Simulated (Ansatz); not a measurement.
Y$_{2}$MoO$_{6}$ in space group C2/c (No. 15; Pearson symbol mS72), r²SCAN in the plane-wave PAW code Ansatz, all energies at zero smearing, with the estimated change up to a 700 eV cutoff added, with one set of potentials and settings (totals compare only within such a set). Cell of 36 atoms (8 Y, 4 Mo, 24 O): -64447.636 eV.

```tsv
element	reference phase	E (eV/atom)
Y	P6_3/mmc, 2 atoms in the cell	-3859.7073
Mo	Im-3m, 1 atoms in the cell	-4967.5975
O	C2/m, 4 atoms in the cell, spin-polarised	-566.0281
```

Formation energy per atom, worked out: (-64447.636 − 8×(-3859.7073) − 4×(-4967.5975) − 24×(-566.0281))/36 = -3.192 eV/atom (-308 kJ per mol of atoms), at 0 K, without zero-point energy or fitted corrections.

The first step of the workflow began from a Materials Project structure, measured or hypothetical; the Crystallography Open Database files this formula in space group No. 15, but the cells were not matched. Whether it is the stable phase at ambient conditions was not checked. Symmetry was held in the r²SCAN relaxation; whether a distortion lowers the energy is not shown. No spin polarisation was allowed. No Hubbard U is applied. The references are the lowest solids computed at this level, not always the standard phases (solids in place of the gases).

Potentials: the later of the program's two PAW sets.
